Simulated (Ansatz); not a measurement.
The cell of CsB5 is invented: random cell by space group and Wyckoff sites (Pmmm, No. 47). The dimensions are guesses.

```xyz
6
Lattice="4.2765 0.0000 0.0000 0.0000 4.4055 0.0000 0.0000 0.0000 4.7655" Properties=species:S:1:pos:R:3 pbc="T T T"
Cs    2.1382    0.0000    2.3827
B     2.1382    2.2027    3.4430
B     2.1382    2.2027    1.3225
B     0.0000    3.7272    2.3827
B     0.0000    0.6783    2.3827
B     2.1382    0.0000    0.0000
```

These are results of Ansatz, DFT PBE, scalar-relativistic, plane waves, PAW, not measurements. Cutoff 420 eV, Gaussian smearing, Γ-centred meshes. Cell and atoms relax first on a coarse mesh and then on a finer one. In between, the cell is made exact in the group found at 0.06 Å. In metals the finer mesh still leaves noise of several meV/atom or more. The steps can't lower the symmetry of their start. No spin polarisation.

A guess keeps its type if space group and coordination stay and the shape of the cell changes little (axis ratios within about 15 %, angles within 6°); the volume may change.

Question: Does it keep its structure type, or change into something else?

Answer: It doesn't keep its type. The symmetry stays Pmmm (No. 47). The volume per atom grows by 83.5 %, from 15.0 to 27.5 Å³. The shortest distance goes from 1.36 Å (B–B) to 1.53 Å (B–B). Counting neighbours within 15 % of an atom's shortest distance, the start has B 1/6, Cs 10 and the end B 2/3/4, Cs 6. In detail, at the end around Cs lie 2 Cs at 3.07 Å, 8 B at 3.45–3.55 Å, 2 B at 3.87 Å and 4 B at 4.16 Å; B on a site of symmetry mm2 has 1 B at 1.57 Å, 2 B at 1.72 Å, 2 B at 3.07 Å, 2 B at 3.44 Å and 2 Cs at 3.45 Å; around B on a site of symmetry 2mm lie 2 B at 1.53 Å, 2 B at 3.07 Å and 2 Cs at 3.55 Å; 1 more site not described.

```
Cs B
1.0
     3.06585    0.00000    0.00000
     0.00000    6.93352    0.00000
     0.00000    0.00000    7.74844
Cs B
1 5
Direct
  0.00000 0.50000 0.50000
  0.50000 0.50000 0.89895
  0.50000 0.50000 0.10105
  0.25004 0.00000 0.50000
  0.74996 0.00000 0.50000
  0.00000 0.50000 0.00000
```

The last run used a 12×6×6 mesh (in the run's order of axes) for its 6-atom cell and Gaussian smearing of 0.10 eV. A structure relaxed within its symmetry needn't be a true minimum.

In counts of neighbours, a slash parts the counts of unlike sites.
